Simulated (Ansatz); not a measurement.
Level of theory: DFT PBE, scalar-relativistic, plane waves, PAW, and for the lanthanide a 4f-in-core norm-conserving potential (Ansatz). Several structures of SmZn3I2 from a search were relaxed, and the powder pattern of one of them was computed from 10° to 70° in 2θ (λ = 1.5406 Å).

Cu Kα1 powder pattern (kinematic, no thermal factors).
2θ (°) (relative intensity): 18.96 (5), 21.16 (2), 21.20 (2), 23.20 (9), 26.87 (35), 28.47 (11), 28.50 (12), 28.56 (2), 30.13 (100), 34.43 (16), 34.46 (22), 35.74 (25), 38.27 (5), 38.47 (26), 39.69 (3), 40.77 (18), 43.05 (7), 43.10 (19), 44.14 (5), 44.21 (2), 45.41 (3), 48.38 (4), 48.45 (10), 48.54 (5), 48.56 (5), 51.52 (11), 52.42 (1), 52.46 (4), 53.37 (4), 53.51 (16), 55.39 (3), 56.29 (8), 58.91 (2), 58.99 (3), 59.12 (15), 59.96 (4), 60.02 (2), 62.48 (4), 62.55 (5), 62.74 (3), 63.44 (4), 64.48 (11), 66.76 (7), 66.78 (3), 66.91 (4), 67.00 (2), 67.01 (3), 67.69 (4)

Problem. Which structure gives it?
A.

Space group Pmm2 (No. 25). a = 4.194 Å, b = 4.677 Å, c = 9.399 Å, α = 90.00°, β = 90.00°, γ = 90.00°
```json
{"atom": "Sm", "site": "1b", "symmetry": "mm2", "x": "0.0000", "y": "0.5000", "z": "0.6665"}
{"atom": "Zn", "site": "1d", "symmetry": "mm2", "x": "0.5000", "y": "0.5000", "z": "0.1671"}
{"atom": "Zn", "site": "1d", "symmetry": "mm2", "x": "0.5000", "y": "0.5000", "z": "0.8984"}
{"atom": "Zn", "site": "1b", "symmetry": "mm2", "x": "0.0000", "y": "0.5000", "z": "0.3326"}
{"atom": "I", "site": "1a", "symmetry": "mm2", "x": "0.0000", "y": "0.0000", "z": "0.9025"}
{"atom": "I", "site": "1c", "symmetry": "mm2", "x": "0.5000", "y": "0.0000", "z": "0.5329"}
```

B.

Space group R-3m:H (No. 166). a = 5.815 Å, b = 5.815 Å, c = 15.924 Å, α = 90.00°, β = 90.00°, γ = 120.00°
```csv
atom,site,symmetry,x,y,z
Sm,3a,-3m,0.0000,0.0000,0.0000
Zn,9d,.2/m,0.1667,0.8333,0.8333
I,6c,3m,0.6667,0.3333,0.9631
```

C.

Space group P-3m1 (No. 164). a = 4.355 Å, b = 4.355 Å, c = 11.570 Å, α = 90.00°, β = 90.00°, γ = 120.00°
```csv
atom,site,symmetry,x,y,z
Sm,1a,-3m.,0.0000,0.0000,0.0000
Zn,1b,-3m.,0.0000,0.0000,0.5000
Zn,2d,3m.,0.6667,0.3333,0.5016
I,2d,3m.,0.6667,0.3333,0.8331
```

Solution. A. Its strongest line, at 2θ = 30.13°, has d = λ/(2 sin θ) = 2.963 Å and is the (1 1 1) reflection of the conventional Pmm2 cell with a = 4.194 Å, b = 4.677 Å, c = 9.399 Å. The others have their strongest lines at 28.2° (P-3m1); 35.2° (R-3m). In energy it lies 238 meV/atom above the lowest of those shown.

These are computed cells and needn't be stable.

The lanthanide is trivalent by construction, without f bands, f moments or other valences.
